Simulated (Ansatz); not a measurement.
Trial structure of Cd₂TeO₃, not yet relaxed:

```cif
data_structure
_symmetry_space_group_name_H-M 'P6/mmm'
_symmetry_Int_Tables_number 191
_cell_length_a 4.3305
_cell_length_b 4.3305
_cell_length_c 6.4518
_cell_angle_alpha 90.000
_cell_angle_beta 90.000
_cell_angle_gamma 120.000
_cell_volume 104.78
loop_
_atom_site_label
_atom_site_type_symbol
_atom_site_symmetry_multiplicity
_atom_site_Wyckoff_symbol
_atom_site_fract_x
_atom_site_fract_y
_atom_site_fract_z
_atom_site_occupancy
Cd1 Cd 2 d 0.33333 0.66667 0.50000 1
Te1 Te 1 a 0.00000 0.00000 0.00000 1
O1 O 3 f 0.50000 0.00000 0.00000 1
```

These are results of DFT PBE, scalar-relativistic, plane waves, PAW in Ansatz, not measurements. Cutoff 420 eV; k points 6×6×4 on the computed 6-atom cell (Γ-centred); Gaussian smearing, width 0.10 eV; no spin polarisation.

The zero of energy is the elements' standard structures at the same level (O₂ as a molecule); no fitted shifts are applied.

**Question.** Estimate its pressure, forces and energy as it stands.

**Answer.** The pressure is 13.9 GPa (the mean over three directions, positive in compression), the largest force is 0.00 eV/Å (symmetry fixes the atoms), and the energy is +0.60 eV/atom against the elements. The shortest distance is 2.17 Å.

**Question.** Is it a good guess?

**Answer.** A poor one: relaxing gains about 1.0 eV/atom (the start's value is from the coarse mesh, so the gain is rough) in 34 ionic steps and ends at −0.44 eV/atom on the finer mesh. The symmetry stays P6/mmm (No. 191). The volume per atom shrinks by 12.7 %, from 17.5 to 15.3 Å³. The shortest distance goes from 2.17 Å (Te–O and O–O) to 2.30 Å (Cd–O). The ratio c/a of the conventional cell changes by a factor of 0.37. Conventional cell: a = 5.747 Å, c = 3.200 Å. Cd has 6 O at 2.30 Å; around Te lie 6 O at 2.87 Å and 2 Te at 3.20 Å; around O lie 4 Cd at 2.30 Å, 4 O at 2.87 Å and 2 Te at 2.87 Å.

The last run used a 12×12×12 mesh for its 6-atom cell and Gaussian smearing of 0.10 eV. Spin–orbit coupling, which can matter for Te, is left out. The reference form of Te is held partly by dispersion forces, which this level lacks. The relaxation can't lower the symmetry of the start, and the grade says only how near the guess is to its own end. Symmetry constrained the relaxation, so the result can be a saddle point.
